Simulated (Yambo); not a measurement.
PdCl$_{2}$ (space group P2_1/c, No. 14), G0W0@PBEsol in Yambo with this input:

```
rim_cut
gw0
dyson
el_el_corr
HF_and_locXC
ppa
em1d
RandQpts= 1000000
RandGvec= 1 Ry
EXXRLvcs= 82 Ry
VXCRLvcs= 328 Ry
Chimod= "HARTREE"
% BndsRnXp
 9 | 261 |
%
NGsBlkXp= 8 Ry
% LongDrXp
 1.0 | 1.0 | 1.0 |
%
PPAPntXp= 27.2114 eV
% GbndRnge
 1 | 261 |
%
GTermKind= "BG"
DysSolver= "n"
ExtendOut
```

On a 2×4×2 mesh, with wavefunctions cut at 82 Ry, the gap ((-0.5, 0, 0) → (-0.5, 0, -0.5)) is 1.865 eV and the valence edge shifts by -0.635 eV.

**Question.** What happens with this change: no random integration?

**Answer.** The gap falls by 0.032 eV, to 1.833 eV; the shift of the valence edge becomes -0.489 eV. Neither run is shown to be the converged limit.

Spin-orbit coupling is not included.

Geometry relaxed with PBE+D3(BJ); primitive cell a = 5.4608 Å, b = 3.9442 Å, c = 6.4597 Å, α = 90.00°, β = 107.08°, γ = 90.00°.

The structure is a Materials Project entry; no match was found in the copy of COD used, and its stability was not checked.

A shift is the quasiparticle energy of the state minus its PBEsol energy.
